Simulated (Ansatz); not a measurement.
Data:

VBiO$_{4}$:
```yaml
crystal:
  lattice:
    - [-2.53150, 2.53150, 5.71529]
    - [2.53150, -2.53150, 5.71529]
    - [2.53150, 2.53150, -5.71529]
  atoms:
    - { symbol: V, position: [0.50000, 0.50000, 0.00000] }
    - { symbol: V, position: [0.25000, 0.75000, 0.50000] }
    - { symbol: Bi, position: [0.00000, 0.00000, 0.00000] }
    - { symbol: Bi, position: [0.75000, 0.25000, 0.50000] }
    - { symbol: O, position: [0.17082, 0.56091, 0.89143] }
    - { symbol: O, position: [0.31091, 0.91949, 0.89010] }
    - { symbol: O, position: [0.66949, 0.27939, 0.10857] }
    - { symbol: O, position: [0.02939, 0.42082, 0.10990] }
    - { symbol: O, position: [0.57918, 0.68909, 0.60857] }
    - { symbol: O, position: [0.43909, 0.33051, 0.60990] }
    - { symbol: O, position: [0.08051, 0.97061, 0.39143] }
    - { symbol: O, position: [0.72061, 0.82918, 0.39010] }
```

This is the LDA-relaxed structure.

All from LDA (plane waves, PAW; program Ansatz), unless another level is named. Predict the static dielectric constant ε0 (ions relaxed, cell fixed).

42.6 (xx = yy), 43.2 (zz).

And the electronic dielectric constant ε∞ (DFPT)?

7.74 (xx = yy), 6.50 (zz).

Next, the Born charges (a third of the trace)?

V +5.10, Bi +5.82, O -2.73 e.

Space group I4_1/a. Symmetry was held in the LDA relaxation; of distortions, only those at the zone centre were tested. The run is not spin-polarised. No Hubbard U is applied. Scalar-relativistic: spin–orbit coupling is off unless named, which matters more the heavier the elements.

Potentials: the later of the program's two PAW sets.
